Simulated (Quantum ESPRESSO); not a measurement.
# Al2GaInP4: convergence and cost over cutoff and k mesh

A calculation, not a measurement. The program is pw.x of Quantum ESPRESSO 7.5 (plane-wave density functional theory). The cell is made up: 8 atoms on a zincblende/diamond lattice, with randomly drawn elements, strain and displacements, not relaxed. PseudoDojo standard norm-conserving files (v0.5 for PBE, v0.4.1 for LDA and PBEsol) set the functional; there is no spin polarisation, spin-orbit coupling or dispersion term, and the masses in the input are unused placeholders.

Input of the run in row 4:

```
&control calculation='scf', pseudo_dir='./dojo.nc.sr.pbe.v0_5.standard.upf', outdir='./o', disk_io='medium', tprnfor=.true., tstress=.true. /
&system ibrav=0, nat=8, ntyp=4, nbnd=32, ecutwfc=79.96652505, nosym=.true., tot_charge=0,
 occupations='smearing', smearing='fd', degauss=0.0018374661
/
&electrons conv_thr=7.350e-09, electron_maxstep=60, /
ATOMIC_SPECIES
Al 1.0 Al.upf
Ga 1.0 Ga.upf
In 1.0 In.upf
P 1.0 P.upf
CELL_PARAMETERS angstrom
5.7008 -0.0296 -0.0849
-0.0296 5.7037 -0.0751
-0.0849 -0.0751 5.7622
ATOMIC_POSITIONS angstrom
Al 0.0052 -0.0688 0.0277
Ga -0.0849 2.8386 2.8713
In 2.8028 0.0443 2.8403
Al 2.7811 2.9004 -0.1071
P 1.4318 1.4339 1.3316
P 1.2745 4.2014 4.2377
P 4.2256 1.2592 4.3089
P 4.2065 4.26 1.3116
K_POINTS automatic
4 4 4 1 1 1
```

The same cell was run at these settings. Meshes are shifted by half a step, and differences are from the last row, which is itself not exact.

```
cutoff (eV)     k mesh  k points solved  threshold (eV)  free energy less the last row's (eV)  pressure (GPa)  largest stress difference (GPa)  largest force difference (eV/Å)  iterations  wall time (s)  k-point pools              processor
        762  2 x 2 x 2                4           1e-04                                 2.134          -15.98                            13.34                            0.037           7             33              1  AMD EPYC, Zen 5 class
       1088  1 x 1 x 1                1           1e-07                                 7.409            1.62                             4.45                            0.276          10             69              1  AMD EPYC, Zen 5 class
        634  4 x 4 x 4               32           1e-07                                12.977          -66.91                            64.30                            0.012          10            226              1  AMD EPYC, Zen 5 class
       1088  4 x 4 x 4               32           1e-07                                 0.006           -2.68                             0.01                            0.001          10            504              1  AMD EPYC, Zen 5 class
       1377  6 x 6 x 6              108           1e-07                                 0.000           -2.67                             0.00                            0.000          10           1350              1  AMD EPYC, Zen 5 class
```

Each pool is one process. Wall times include start-up and a band step at six k points, which weighs most on the coarsest meshes. The runs were on shared virtual cores whose load varied, so times are rough.